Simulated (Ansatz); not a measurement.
Phases of C at 24 GPa

Structure types of C are relaxed in primitive cells with their symmetry kept at 24 GPa, on PAW files; LAPW relaxes the small cells further and takes the PAW cell for the others (marked *). The enthalpy is E + pV at zero temperature, without zero-point motion. Only the types listed were tried, and differences under about 5 meV/atom are mesh noise. Not among the end structures: diamond, which may lie lower.

Level of theory: DFT with LDA, scalar-relativistic, in Ansatz 0.2.0; Fermi–Dirac smearing of 0.1 eV, no spin polarisation. LAPW: all electrons, basis error target 0.5 meV/atom; PAW: frozen-core files, cutoff 420 eV.

k meshes: fcc 23×23×23, bcc 24×24×24, hcp 22×22×12, graphite 15×15×5, simple hexagonal 22×22×21, omega 11×11×16.

The PAW files were made under PBE.

Question: Which type is lowest in enthalpy, and by how much?

Answer: graphite, 1460 meV/atom below distorted omega. The whole table:

```json
{"start type": "fcc", "ends as": "fcc, Fm-3m", "a, b, c (Å)": "2.906, 2.906, 2.906", "V (Å³/atom)": "6.14", "H − H(lowest), LAPW (meV/atom)": "4475.6", "same, PAW": "4479.6"}
{"start type": "bcc", "ends as": "bcc, Im-3m", "a, b, c (Å)": "2.260, 2.260, 2.260", "V (Å³/atom)": "5.77", "H − H(lowest), LAPW (meV/atom)": "4143.5", "same, PAW": "4146.7"}
{"start type": "hcp", "ends as": "distorted hcp, P6_3/mmc", "a, b, c (Å)": "2.396, 2.396, 2.183", "V (Å³/atom)": "5.43", "H − H(lowest), LAPW (meV/atom)": "2912.8", "same, PAW": "2916.1"}
{"start type": "graphite*", "ends as": "graphite, P6_3/mmc", "a, b, c (Å)": "2.409, 2.409, 5.367", "V (Å³/atom)": "6.74", "H − H(lowest), LAPW (meV/atom)": "0.0", "same, PAW": "0.0"}
{"start type": "simple hexagonal", "ends as": "simple hexagonal, P6/mmm", "a, b, c (Å)": "1.949, 1.949, 1.551", "V (Å³/atom)": "5.10", "H − H(lowest), LAPW (meV/atom)": "2477.4", "same, PAW": "2479.4"}
{"start type": "omega", "ends as": "distorted omega, P6/mmm", "a, b, c (Å)": "4.835, 4.835, 1.259", "V (Å³/atom)": "8.49", "H − H(lowest), LAPW (meV/atom)": "1460.3", "same, PAW": "1460.5"}
```

Question: Split the lead of graphite over distorted omega into energy and pV.

Answer: For distorted omega less graphite: ΔE = +1198.0 meV/atom, and p·ΔV = 24 GPa × +1.7514 Å³ × 6.242 meV/(GPa·Å³) = +262.3 meV/atom, together 1460.3 meV/atom. graphite wins on both counts.
